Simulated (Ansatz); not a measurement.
Fcc Ni (100), 5 layers, DFT, PBEsol, PAW with Ansatz's default frozen-core files, scalar-relativistic (Ansatz 0.2.0), on 3 threads of Arm Neoverse V2 (shared host).

Command: `ansatz run input.yaml --threads 3 --pin off --max-ram 9216MiB --backend cpu --events-out ev --progress --plain --runs-dir out`

```yaml
crystal:
  lattice:
    - [2.4496600307, 0.0, 0.0]
    - [0.0, 2.4496600307, 0.0]
    - [0.0, 0.0, 19.8338]
  atoms:
    - { symbol: Ni, position: [0.0, 0.0, 0.3277245302], spin: 1.0 }
    - { symbol: Ni, position: [0.5, 0.5, 0.4120101718], spin: 1.0 }
    - { symbol: Ni, position: [0.0, 0.0, 0.4999998574], spin: 1.0 }
    - { symbol: Ni, position: [0.5, 0.5, 0.5879897235], spin: 1.0 }
    - { symbol: Ni, position: [0.0, 0.0, 0.6722754698], spin: 1.0 }
magnetization:
  spin_polarized: true
kpoints:
  mp_grid: { grid: [17, 17, 1] }
scf:
  occupations: { method: fermi_dirac, width: 0.1 }
hamiltonian:
  xc: pbesol
  pseudopotentials: { kind: paw }
output:
  forces: true
  stress: true
  eigenvalues: true
efield:
  axis: 3
  amplitude: 0
  dipole_correction: true
```

(1) How large is the problem that the program sets up?

(2) About how long does it take, and how much memory?

Results:

(1) 45 irreducible k-points, 2267 plane waves at Γ, 57 bands.

(2) 49 s of wall time for 15 SCF iterations, with a peak of 0.68 GiB. Times on shared machines scatter by tens of per cent.
